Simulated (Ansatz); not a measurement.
SbPdS in space group P2_13 (No. 198; Sb on 4a, Pd on 4a, S on 4a), the program Ansatz at the PBE level (PAW), all energies at zero smearing, with the estimated change up to a 700 eV cutoff added, with one set of potentials and settings (totals compare only within such a set). Cell of 12 atoms (4 Sb, 4 Pd, 4 S): -57442.367 eV.

| element | reference phase | E (eV/atom) |
|---|---|---|
| Sb | R-3m, 2 atoms in the cell | -6484.4916 |
| Pd | Fm-3m, 1 atoms in the cell | -6972.8544 |
| S | Fddd, 32 atoms in the cell | -902.0599 |

Formation energy per atom, worked out: (-57442.367 − 4×(-6484.4916) − 4×(-6972.8544) − 4×(-902.0599))/12 = -0.395 eV/atom (-38 kJ per mol of atoms), at 0 K, without zero-point energy or fitted corrections.

The first step of the workflow began from a Materials Project structure, measured or hypothetical; the Crystallography Open Database copy checked does not list it. Whether it is the stable phase at ambient conditions was not checked. The cell was relaxed with PBE under the symmetry of its start; its stability against distortions is not shown here. No spin polarisation was allowed. The references are the lowest solids computed at this level, not always the standard phases. Spin–orbit coupling is left out wherever it is not named.

Potentials: the later of the program's two PAW sets.
